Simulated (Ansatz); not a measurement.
# Slab of zincblende InP (110), 3 layers

The slab is cut from the zincblende crystal, which needn't be the stable phase, as relaxed on PAW files (26.46 Å³/atom), with 16 Å of vacuum and a dipole correction:

```yaml
crystal:
  lattice:
    - [4.21398, 0.00000, 0.00000]
    - [0.00000, 5.95947, 0.00000]
    - [0.00000, 0.00000, 20.21400]
  atoms:
    - { symbol: In, position: [0.25000, 0.12500, 0.39577] }
    - { symbol: P, position: [0.75000, 0.87500, 0.39577] }
    - { symbol: In, position: [0.75000, 0.62500, 0.50000] }
    - { symbol: P, position: [0.25000, 0.37500, 0.50000] }
    - { symbol: In, position: [0.25000, 0.12500, 0.60423] }
    - { symbol: P, position: [0.75000, 0.87500, 0.60423] }
```

Level of theory: DFT with PBE, scalar-relativistic, in Ansatz 0.2.0; a Γ-centred 6×5×1 k mesh, Fermi–Dirac smearing of 0.02 eV, no spin polarisation. LAPW: all electrons, basis error target 1 meV/atom; PAW: frozen-core files, cutoff 420 eV.

The bulk energy comes from a cell in the slab's orientation on a 6×5×6 mesh. The surface energy is (E(slab) − N·E(bulk))/2A at zero smearing, the mean of both faces; thin slabs carry quantum-size effects.

Question: As cut, the LAPW slab lies 3.032 eV above 6 atoms of bulk. What surface energy is that?

Answer: Over two faces of 25.11 Å² it is 60.4 meV/Å², and times 16.02 J/m² per eV/Å² that gives γ = 0.967 J/m².

```json
{"method": "LAPW", "γ as cut (J/m²)": "0.967", "γ relaxed (J/m²)": "0.624", "Φ as cut (eV)": "4.64"}
{"method": "PAW", "γ as cut (J/m²)": "0.968", "γ relaxed (J/m²)": "0.626", "Φ as cut (eV)": "4.64"}
```

Question: How do the spacings between the planes relax?

Answer: From the bottom face up: d12 -3.0 % of 2.107 Å, d23 -3.0 % of 2.107 Å. The outer plane rumples by 0.570 Å.

Question: Where do the band edges lie?

Answer: On the k mesh: gap 0.75 eV, valence top 5.22 eV below the vacuum level.

Question: What changes if relativity is switched off, at the same positions?

Answer: LAPW then gives: gap 0.68 eV, valence top 5.28 eV below the vacuum level.

Question: A core hole in the 3d shell of In is made on one In atom of each kind in every 1×1 cell (PAW hole dataset, neutral cell, valence without spin). What does it cost by layer?

Answer: layer 1 443.75 eV, layer 2 443.68 eV. Shifts between layers mean more than the absolute values, and a whole layer of holes screens otherwise than one hole.
